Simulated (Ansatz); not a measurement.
The elements of this relaxed trial crystal are hidden behind letters.

```
lattice vectors (Å)
   2.6107   -2.6818    0.0000
   2.6107    2.6818    0.0000
   0.0000    0.0000    7.7237
fractional positions
X 0.0000 0.0000 0.0000
Z 0.5000 0.5000 0.8336
Z 0.5000 0.5000 0.1664
Z 0.2735 0.7265 0.5000
Z 0.7265 0.2735 0.5000
```

Level of theory: DFT PBE, scalar-relativistic, plane waves, PAW in Ansatz 0.2.0. The final run on the 5-atom cell used 420 eV, a Γ-centred 10×10×6 mesh, 0.10 eV smearing and no spin polarisation.

```
Space group                                : Cmmm (No. 65)
Conventional cell                          : a = 5.221 Å, b = 5.364 Å, c = 7.724 Å
Volume per atom                            : 21.63 Å³
Density                                    : 5.29 g/cm³
Formation energy                           : −0.21 eV/atom
Gap on the 10×10×6 mesh of the 5-atom cell : 0 eV (a metal)
```

Energies are uncorrected and count from the elements' standard states at the same level.

**Question.** X is a d-block element of period 4 and Z is a p-block element of period 4. Which elements are they?

**Answer.** X = Sc, Z = As, so the formula is ScAs4. Density times volume gives a mean mass of 5.29 × 21.63/1.6605 = 68.9 u per atom, and this set has 68.9 u. Around Sc lie 8 As at 2.91–2.97 Å; around As on a site of symmetry mm2 lie 1 As at 2.57 Å, 2 As at 2.85 Å and 4 Sc at 2.91–2.97 Å; As on a site of symmetry m2m is surrounded by 1 As at 2.43 Å, 2 As at 2.62 Å and 3 As at 2.85–2.93 Å. Other sets within the hints have nearly the same mass, so mass alone doesn't settle it; this one was computed.

A structure relaxed within its symmetry needn't be a true minimum. Another cell of ScAs4 relaxed alike, in I4/m, lies 116 meV/atom lower, so this cell isn't the stable form at this level.
